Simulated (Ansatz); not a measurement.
One crystal and one scan (frozen-phonon scan) at two levels, PBE (plane waves to 420 eV, PAW, scalar-relativistic; Ansatz, a program for electronic structure) and r2SCAN (plane waves to 500 eV, PAW, scalar-relativistic; Ansatz), each from its own relaxed cell and on its own mesh.

The crystal is LiF (rock salt); a phonon pattern at X = (0.5, 0.5, 0.0) is frozen into a 4-atom cell, Q being the largest atomic displacement.

LiF was relaxed with its symmetry unable to fall.

| quantity | run 1 | run 2 |
|---|---|---|
| Lattice constant a (Å) | 4.068 | 3.990 |
| Band gap of the relaxed cell, no spin-orbit coupling (eV) | 8.83 | 10.33 |
| Harmonic wavenumber from the curvature (finite differences) (cm⁻¹ (negative: imaginary)) | 239 | 253 |

Q: Which run is which level?

A: Run 1 is PBE, run 2 is r2SCAN. PBE gives the higher value for: lattice constant a. PBE gives the lower value for: band gap of the relaxed cell, no spin-orbit coupling; harmonic wavenumber from the curvature. Both give the same shape of the curve: a single well with its minimum at or next to zero displacement.

(A displaced cell: forces are minus the slopes of the energy, force constants its curvatures, and phonons follow from these.)
